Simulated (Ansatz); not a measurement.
Data:

SiO₂:
```yaml
crystal:
  lattice:
    - [3.75579, 0.00000, 0.00000]
    - [0.00000, 3.75579, 0.00000]
    - [0.00000, 0.00000, 3.75579]
  atoms:
    - { symbol: Si, position: [0.50000, 0.50000, 0.50000] }
    - { symbol: Si, position: [0.00000, 0.00000, 0.00000] }
    - { symbol: O, position: [0.25000, 0.25000, 0.25000] }
    - { symbol: O, position: [0.25000, 0.75000, 0.75000] }
    - { symbol: O, position: [0.75000, 0.75000, 0.25000] }
    - { symbol: O, position: [0.75000, 0.25000, 0.75000] }
```

This is the LDA-relaxed structure.

All from the program Ansatz at the LDA level (PAW), unless another level is named. Predict the electron effective mass.

0.43 mₑ (isotropic).

Next, the smallest direct gap on the standard path?

5.67 eV.

Predict the band gap.

5.08 eV (indirect).

What about the conduction-band minimum?

at Γ.

Space group Pn-3m. The workflow started from a Materials Project entry (that database holds measured and hypothetical structures alike); the Crystallography Open Database copy checked does not list it. It is not the phase usual at ambient conditions (space group No. 92, 152, 154). The LDA relaxation kept the symmetry of its start; phonons on a q-mesh show no instability.

Potentials: the earlier of the program's two PAW sets.
